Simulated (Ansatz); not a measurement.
Input file for Ansatz (a first-principles code):

Ansatz 0.2 input:
```yaml
crystal:
  lattice:
    - [3.1215573998, 0.0, 0.0]
    - [0.0, 3.1215573998, 0.0]
    - [0.0, 0.0, 3.1215573998]
  atoms:
    - { symbol: Ir, position: [0.0, 0.0, 0.0] }
    - { symbol: W, position: [0.5, 0.5, 0.5] }
kpoints:
  mp_grid: { grid: [10, 10, 10] }
  band_path:
    path:
      - [[0.0, 0.0, 0.0], [0.0, 0.5, 0.0], [0.5, 0.5, 0.0], [0.0, 0.0, 0.0], [0.5, 0.5, 0.5], [0.0, 0.5, 0.0]]  # Γ-X-M-Γ-R-X
      - [[0.5, 0.5, 0.5], [0.5, 0.5, 0.0]]  # R-M
    npoints: 12
basis: { ecutwfc: 600, xc_grid: 2 }
hamiltonian:
  xc: pbesol
  pseudopotentials: { azcp: { folder: ./paw }, kind: paw_fr }
magnetization: { noncollinear: true, spin_orbit: true }
scf:
  n_extra_bands: 13
  convergence: { dr2_threshold: 0.0000000001 }
  occupations: { method: gaussian, width: 0.05 }
output: { eigenvalues: true }
```

Output (shortened):

```
Pseudopotential: Ir, paw, valence charge 17
Pseudopotential: W, paw, valence charge 14
Functional definition: PBEsol
non-collinear run that drives no moment, with spin-orbit …
Crystal: 2 atoms, lattice volume = 30.417 Å³
Basis set: ecut = 600 eV, 1021 PW (Γ), exchange–correlation on 50×50×50 points (8 copies of the dense FFT grid, shifted against one another)
Bands: 44, of which v1, the nominal top of the filled ones, is band 31 counted from 1 (30 counted from 0)
Symmetry: 48 space group operations + 48 with time reversal
k-points: 56 of 1000
Projection manifold: j_resolved (fully-relativistic pseudo-atomic orbitals)
SCF iter   1: F=—  HF=-22113.378615 eV  |F-HF|=—  |Δ(HF+E_count)|=         —  Δρ=7.26e-2  dr2=2.83e0  dr2_m=0.00e0 (ungated)  ethr=3.10e-3  |M|=0.00e0 ∫|m|=0.00e0 μB  |m|>n=0.0e0 m-floor=0.0e0 τ_xc=0.0e0  β_m=0.30  ⟨swp⟩=6.0  Hψ=5260  notcnv=0  defer=30
preconditioner: auto → none
SCF iter   2: F=—  HF=-22112.965271 eV  |F-HF|=—  |Δ(HF+E_count)|=   4.13e-1  Δρ=4.45e-2  dr2=7.80e-1  dr2_m=0.00e0 (ungated)  ethr=3.10e-3  |M|=0.00e0 ∫|m|=0.00e0 μB  |m|>n=0.0e0 m-floor=0.0e0 τ_xc=0.0e0  β_m=0.46  ⟨swp⟩=2.0  Hψ=1635  notcnv=0  defer=350
SCF iter   3: F=—  HF=-22112.763317 eV  |F-HF|=—  |Δ(HF+E_count)|=   2.02e-1  Δρ=2.54e-2  dr2=3.72e-1  dr2_m=0.00e0 (ungated)  ethr=2.52e-3  |M|=0.00e0 ∫|m|=0.00e0 μB  |m|>n=0.0e0 m-floor=0.0e0 τ_xc=0.0e0  β_m=0.40  ⟨swp⟩=2.1  Hψ=1667  notcnv=0  defer=350
SCF iter   4: F=—  HF=-22112.713216 eV  |F-HF|=—  |Δ(HF+E_count)|=   5.01e-2  Δρ=6.10e-3  dr2=9.79e-3  dr2_m=0.00e0 (ungated)  ethr=1.20e-3  |M|=0.00e0 ∫|m|=0.00e0 μB  |m|>n=0.0e0 m-floor=0.0e0 τ_xc=0.0e0  β_m=0.64  ⟨swp⟩=2.0  Hψ=1543  notcnv=0  defer=352
SCF iter   5: F=—  HF=-22112.713981 eV  |F-HF|=—  |Δ(HF+E_count)|=   7.66e-4  Δρ=3.36e-3  dr2=6.76e-3  dr2_m=0.00e0 (ungated)  ethr=3.16e-5  |M|=0.00e0 ∫|m|=0.00e0 μB  |m|>n=0.0e0 m-floor=0.0e0 τ_xc=0.0e0  β_m=0.53  ⟨swp⟩=2.4  Hψ=1896  notcnv=0  defer=346
SCF iter   6: F=—  HF=-22112.713115 eV  |F-HF|=—  |Δ(HF+E_count)|=   8.66e-4  Δρ=1.14e-3  dr2=7.56e-4  dr2_m=0.00e0 (ungated)  ethr=2.18e-5  |M|=0.00e0 ∫|m|=0.00e0 μB  |m|>n=0.0e0 m-floor=0.0e0 τ_xc=0.0e0  β_m=0.76  ⟨swp⟩=1.1  Hψ=1075  notcnv=0  defer=346
SCF iter   7: F=—  HF=-22112.713017 eV  |F-HF|=—  |Δ(HF+E_count)|=   9.86e-5  Δρ=2.33e-4  dr2=3.25e-5  dr2_m=0.00e0 (ungated)  ethr=2.44e-6  |M|=0.00e0 ∫|m|=0.00e0 μB  |m|>n=0.0e0 m-floor=0.0e0 τ_xc=0.0e0  β_m=0.74  ⟨swp⟩=1.7  Hψ=1137  notcnv=0  defer=346
SCF iter   8: F=—  HF=-22112.713015 eV  |F-HF|=—  |Δ(HF+E_count)|=   1.75e-6  Δρ=1.80e-5  dr2=1.79e-7  dr2_m=0.00e0 (ungated)  ethr=1.05e-7  |M|=0.00e0 ∫|m|=0.00e0 μB  |m|>n=0.0e0 m-floor=0.0e0 τ_xc=0.0e0  β_m=0.87  ⟨swp⟩=2.0  Hψ=1244  notcnv=0  defer=346
SCF iter  10: F=-22112.713006 eV  HF=-22112.713006 eV  |F-HF|=8.73e-11  |Δ(HF+E_count)|=  1.38e-10  Δρ=4.28e-7  dr2=9.92e-11  dr2_m=0.00e0 (ungated)  ethr=1.00e-12  |M|=0.00e0 ∫|m|=0.00e0 μB  |m|>n=0.0e0 m-floor=0.0e0 τ_xc=0.0e0  ⟨swp⟩=8.7  Hψ=4395  notcnv=0
SCF 1 converged in 10 iterations: F = -22112.713006 eV  dr2 = 9.92e-11
NSCF: frozen V_eff on 74 k-points
SCF converged after 10 iterations
Magnetization: |M| = 0.0000 μB,  M = (+0.0000, +0.0000, +0.0000) μB
Absolute magnetization: 0.0000 μB (∫|m|)
  site 0: m = (+0.0000, +0.0000, +0.0000) μB, |m| = 0.0000 μB  (R = 1.12 Å)
  site 1: m = (+0.0000, +0.0000, +0.0000) μB, |m| = 0.0000 μB  (R = 1.12 Å)
Free energy (F): -22112.713006 eV
Harris-Foulkes:  -22112.713006 eV  (|F-HF|=8.73e-11)
Internal energy: -22112.709169 eV  (E = F + TS)
E sigma→0 (E₀):  -22112.711087 eV
Entropy (-TS):   -0.003838 eV (-1.919 meV/atom)
Fermi energy:    23.697921 eV
--- Per-component energies (eV) ---
  E_band       = -195.499154
  E_kinetic    = 947.203333
  E_local      = -1733.004779  (includes V_loc(G=0)·N_el)
  E_nonlocal   = 174.600843
  E_hartree    = 672.091113
  E_xc         = -489.707362
  E_vxc        = -481.016273  (∫ρ·V_xc dr)
  E_paw        = -17630.026991  (= ΣΔE_a)
  E_vpaw       = -447.464516  (= ΣTr[D̂ρ^β])
  E_aug_tail   = 0.000084  (compensation charges beyond the density's cutoff)
  E_ewald      = -4054.362789
  E_core_change = 0.497379  (= ΣΔE_core)
  E_smearing   = -0.003838  (= −TS)
  E_closure    =  0.000000  (closes the sum)
  Σ components = -22112.713006   (vs F -22112.713006, Δ=0.00e0)
  [band-id]    e_kinetic+e_local+e_nonlocal+2·e_hartree+e_vxc+e_vpaw+e_augmentation_tail = -195.499081   (vs E_band -195.499154, Δ=7.26e-5)
--- Band table (eV; the first three rows and the last of 56) ---
  k-point 0: bands = ["-68.8266", "-68.8266", "-50.5689", "-50.5689", "-35.6869", "-35.6869", "-22.1104", "-22.1104", "-22.1104", "-22.1104", "-21.9401", "-21.9401", "-12.0575", "-12.0575", "-12.0575", "-12.0575", "13.2010", "13.2010", "16.7833", "16.7833", …
  k-point 1: bands = ["-68.8263", "-68.8263", "-50.5680", "-50.5680", "-35.6878", "-35.6878", "-22.1173", "-22.1173", "-22.1084", "-22.1084", "-21.9446", "-21.9446", "-12.0824", "-12.0824", "-12.0579", "-12.0579", "13.4372", "13.4372", "16.8978", "16.8978", …
  k-point 2: bands = ["-68.8255", "-68.8255", "-50.5655", "-50.5655", "-35.6904", "-35.6904", "-22.1353", "-22.1353", "-22.1033", "-22.1033", "-21.9564", "-21.9564", "-12.1470", "-12.1470", "-12.0589", "-12.0589", "14.1168", "14.1168", "17.2345", "17.2345", …
  k-point 55: bands = ["-68.8176", "-68.8176", "-50.5369", "-50.5369", "-35.7223", "-35.7223", "-22.2073", "-22.2073", "-22.2073", "-22.2073", "-22.0634", "-22.0634", "-12.3609", "-12.3609", "-12.3609", "-12.3609", "18.8404", "18.8404", "18.9640", "18.9640", …
```

Cost: roughly 60 core-seconds on shared cores.

Space group Pm-3m (CsCl type). The start of the workflow was typed in or built on a structure type; neither database checked (COD, Materials Project) lists it. COD files the formula under space group No. 51. Its standing as an ambient phase is unchecked. The cell was relaxed with PBEsol under the symmetry of its start. At this level the phase is dynamically unstable (imaginary phonons). The run is not spin-polarised. Its formation energy is positive at this level, so the cell may be metastable or incomplete.

Potentials: the earlier of the program's two PAW sets. The files were generated under PBE; for other functionals the program regenerates the frozen cores, and for LDA and PBEsol the local potential too.

Ansatz is a plane-wave DFT program.
